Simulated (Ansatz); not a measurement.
TaNO in space group C2/m (No. 12; Pearson symbol mS24), LDA (plane waves, PAW; program Ansatz), all energies at zero smearing, with the estimated change up to a 700 eV cutoff added, with one set of potentials and settings (totals compare only within such a set). Cell of 12 atoms (4 Ta, 4 N, 4 O): -42460.595 eV.

| element | reference phase | E (eV/atom) |
|---|---|---|
| Ta | Im-3m, 1 atoms in the cell | -9682.6136 |
| N | P4_2/mnm, 4 atoms in the cell | -373.6497 |
| O | C2/m, 4 atoms in the cell, spin-polarised | -552.6518 |

Formation energy per atom, worked out: (-42460.595 − 4×(-9682.6136) − 4×(-373.6497) − 4×(-552.6518))/12 = -2.078 eV/atom (-200 kJ per mol of atoms), at 0 K, without zero-point energy or fitted corrections.

The first step of the workflow began from a Materials Project structure, measured or hypothetical; the Crystallography Open Database files this formula in space group No. 12, but the cells were not matched. Whether it is the stable phase at ambient conditions was not checked. The LDA relaxation kept the symmetry of its start; whether a distortion lowers the energy is not shown. The run is not spin-polarised. The references are the lowest solids computed at this level, not always the standard phases (solids in place of the gases). Scalar-relativistic: spin–orbit coupling is off unless named, which matters more the heavier the elements.

Potentials: the later of the program's two PAW sets.
